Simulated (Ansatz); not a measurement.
A relaxation computed with Ansatz, from input to last step.

```yaml
crystal:
  lattice:
    - [6.0516140859, 0.0, 0.0]
    - [0.0, 6.0516140859, 0.0]
    - [0.0, 0.0, 7.2610179495]
  atoms:
    - { symbol: Ge, position: [0.0829074486, 0.0829074486, 0.0] }
    - { symbol: Ge, position: [0.4170925514, 0.5829074486, 0.75] }
    - { symbol: Ge, position: [0.9170925514, 0.9170925514, 0.5] }
    - { symbol: Ge, position: [0.5829074486, 0.4170925514, 0.25] }
    - { symbol: Ge, position: [0.1679773182, 0.3730267602, 0.2403032919] }
    - { symbol: Ge, position: [0.1269732398, 0.6679773182, -0.0096967081] }
    - { symbol: Ge, position: [0.8320226818, 0.6269732398, 0.7403032919] }
    - { symbol: Ge, position: [0.8730267602, 0.3320226818, 0.4903032919] }
    - { symbol: Ge, position: [0.6679773182, 0.1269732398, 0.0096967081] }
    - { symbol: Ge, position: [0.6269732398, 0.8320226818, 0.2596967081] }
    - { symbol: Ge, position: [0.3320226818, 0.8730267602, 0.5096967081] }
    - { symbol: Ge, position: [0.3730267602, 0.1679773182, 0.7596967081] }
basis:
  ecutwfc: 500
kpoints:
  mp_grid: { grid: [6, 6, 4] }
hamiltonian:
  xc: r2scan
scf:
  occupations: { method: gaussian, width: 0.02 }
output:
  forces: true
  stress: true
  eigenvalues: true
relax:
  adjacent_minimum: "off"
  f_tol: 0.01
  max_steps: 30
  cell: { stress_tol: 0.1, fix: [volume] }
```

```bash
ansatz run input.yaml --threads 4 --pin off --max-ram 10240MiB --backend cpu --events-out ev --progress --plain --runs-dir out
```

Level of theory: DFT r2SCAN, scalar-relativistic, plane waves, PAW (Ansatz).

The volume is held at 1.06 times that of the relaxed cell.

Of 4 frames 3 are shown, positions in Å and forces in eV/Å; the SCF threshold varies from step to step. Steps run on the plane waves of an earlier cell, with a Pulay correction in the pressure. The basis is chosen afresh for the last frame, the zero of the energies, and at times for earlier ones too; energy and pressure can step there, also at an unchanged geometry. Where two frames share a geometry here, they differ by under 2 meV/atom and 0.3 GPa.

```xyz
12
Lattice="6.0516 0.0000 0.0000 0.0000 6.0516 0.0000 0.0000 0.0000 7.2610" Properties=species:S:1:pos:R:3:forces:R:3 pbc="T T T" step=1 free_energy_over_end_meV_per_atom=0.64 pressure_GPa=-3.46
Ge    0.5017    0.5017    0.0000    0.0152    0.0152    0.0000
Ge    2.5241    3.5275    5.4458   -0.0152    0.0152    0.0000
Ge    5.5499    5.5499    3.6305   -0.0152   -0.0152    0.0000
Ge    3.5275    2.5241    1.8153    0.0152   -0.0152    0.0000
Ge    1.0165    2.2574    1.7448   -0.0006   -0.0120   -0.0678
Ge    0.7684    4.0423   -0.0704    0.0120   -0.0006   -0.0678
Ge    5.0351    3.7942    5.3754    0.0006    0.0120   -0.0678
Ge    5.2832    2.0093    3.5601   -0.0120    0.0006   -0.0678
Ge    4.0423    0.7684    0.0704   -0.0006    0.0120    0.0678
Ge    3.7942    5.0351    1.8857    0.0120    0.0006    0.0678
Ge    2.0093    5.2832    3.7009    0.0006   -0.0120    0.0678
Ge    2.2574    1.0165    5.5162   -0.0120   -0.0006    0.0678
12
Lattice="6.0344 0.0000 0.0000 0.0000 6.0344 0.0000 0.0000 0.0000 7.3026" Properties=species:S:1:pos:R:3:forces:R:3 pbc="T T T" step=2 free_energy_over_end_meV_per_atom=0.04 pressure_GPa=-3.08
Ge    0.4945    0.4945    0.0000   -0.0167   -0.0167    0.0000
Ge    2.5227    3.5117    5.4769    0.0167   -0.0167    0.0000
Ge    5.5399    5.5399    3.6513    0.0167    0.0167    0.0000
Ge    3.5117    2.5227    1.8256   -0.0167    0.0167    0.0000
Ge    1.0079    2.2568    1.7217    0.0051   -0.0054    0.0158
Ge    0.7603    4.0250   -0.1039    0.0054    0.0051    0.0158
Ge    5.0265    3.7775    5.3730   -0.0051    0.0054    0.0158
Ge    5.2740    2.0093    3.5474   -0.0054   -0.0051    0.0158
Ge    4.0250    0.7603    0.1039    0.0051    0.0054   -0.0158
Ge    3.7775    5.0265    1.9296    0.0054   -0.0051   -0.0158
Ge    2.0093    5.2740    3.7552   -0.0051   -0.0054   -0.0158
Ge    2.2568    1.0079    5.5809   -0.0054    0.0051   -0.0158
12
Lattice="6.0381 0.0000 0.0000 0.0000 6.0381 0.0000 0.0000 0.0000 7.2936" Properties=species:S:1:pos:R:3:forces:R:3 pbc="T T T" step=4 free_energy_over_end_meV_per_atom=0.00 pressure_GPa=-3.14
Ge    0.4925    0.4925    0.0000    0.0022    0.0022    0.0000
Ge    2.5265    3.5116    5.4702   -0.0022    0.0022    0.0000
Ge    5.5455    5.5455    3.6468   -0.0022   -0.0022    0.0000
Ge    3.5116    2.5265    1.8234    0.0022   -0.0022    0.0000
Ge    1.0078    2.2544    1.7248    0.0000    0.0026    0.0014
Ge    0.7646    4.0268   -0.0986   -0.0026    0.0000    0.0014
Ge    5.0303    3.7837    5.3716    0.0000   -0.0026    0.0014
Ge    5.2734    2.0113    3.5482    0.0026    0.0000    0.0014
Ge    4.0268    0.7646    0.0986    0.0000   -0.0026   -0.0014
Ge    3.7837    5.0303    1.9220   -0.0026    0.0000   -0.0014
Ge    2.0113    5.2734    3.7454    0.0000    0.0026   -0.0014
Ge    2.2544    1.0078    5.5689    0.0026    0.0000   -0.0014
```

It took 4 min on 4 threads of Intel(R) Xeon(R) Processor @ 2.50GHz (Skylake/Cascade Lake) (shared host), peak memory 1.7 GiB.